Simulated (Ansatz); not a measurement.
Cu Kα1 powder pattern (kinematic, no thermal factors).
```json
{"2θ (°)": "15.02", "relative intensity": "3"}
{"2θ (°)": "21.31", "relative intensity": "3"}
{"2θ (°)": "22.61", "relative intensity": "6"}
{"2θ (°)": "22.62", "relative intensity": "2"}
{"2θ (°)": "26.17", "relative intensity": "100"}
{"2θ (°)": "30.31", "relative intensity": "94"}
{"2θ (°)": "30.31", "relative intensity": "47"}
{"2θ (°)": "31.27", "relative intensity": "2"}
{"2θ (°)": "31.27", "relative intensity": "2"}
{"2θ (°)": "33.99", "relative intensity": "2"}
{"2θ (°)": "37.35", "relative intensity": "2"}
{"2θ (°)": "38.15", "relative intensity": "2"}
{"2θ (°)": "43.40", "relative intensity": "34"}
{"2θ (°)": "43.40", "relative intensity": "69"}
{"2θ (°)": "44.11", "relative intensity": "1"}
{"2θ (°)": "49.48", "relative intensity": "2"}
{"2θ (°)": "49.48", "relative intensity": "1"}
{"2θ (°)": "51.38", "relative intensity": "34"}
{"2θ (°)": "51.39", "relative intensity": "17"}
{"2θ (°)": "53.85", "relative intensity": "36"}
{"2θ (°)": "54.45", "relative intensity": "1"}
{"2θ (°)": "58.56", "relative intensity": "1"}
{"2θ (°)": "63.05", "relative intensity": "11"}
{"2θ (°)": "63.06", "relative intensity": "6"}
{"2θ (°)": "69.47", "relative intensity": "7"}
{"2θ (°)": "69.47", "relative intensity": "14"}
{"2θ (°)": "71.55", "relative intensity": "15"}
{"2θ (°)": "71.55", "relative intensity": "15"}
{"2θ (°)": "71.55", "relative intensity": "15"}
{"2θ (°)": "79.64", "relative intensity": "23"}
{"2θ (°)": "79.65", "relative intensity": "11"}
{"2θ (°)": "85.56", "relative intensity": "8"}
{"2θ (°)": "85.57", "relative intensity": "4"}
{"2θ (°)": "85.58", "relative intensity": "4"}
```

The pattern is computed from a structure relaxed with DFT PBE, scalar-relativistic, plane waves, PAW in Ansatz 0.2.0. No spin polarisation. Its elements are Pb, S, Sn.

**Question.** Give the structure.

**Answer.** Sn₃PbS₄.
Space group P4/mmm (No. 123). a = 4.167 Å, b = 4.167 Å, c = 11.784 Å, α = 90.00°, β = 90.00°, γ = 90.00°
```
atom  site  symmetry       x       y       z
  Sn    2g       4mm  0.0000  0.0000  0.7520
  Sn    1c     4/mmm  0.5000  0.5000  0.0000
  Pb    1d     4/mmm  0.5000  0.5000  0.5000
   S    1a     4/mmm  0.0000  0.0000  0.0000
   S    2h       4mm  0.5000  0.5000  0.2457
   S    1b     4/mmm  0.0000  0.0000  0.5000
```

A pattern alone doesn't exclude other cells with like lines; this is the one computed.

It was reached by relaxing an invented guess, and it needn't be the stable form of this composition.
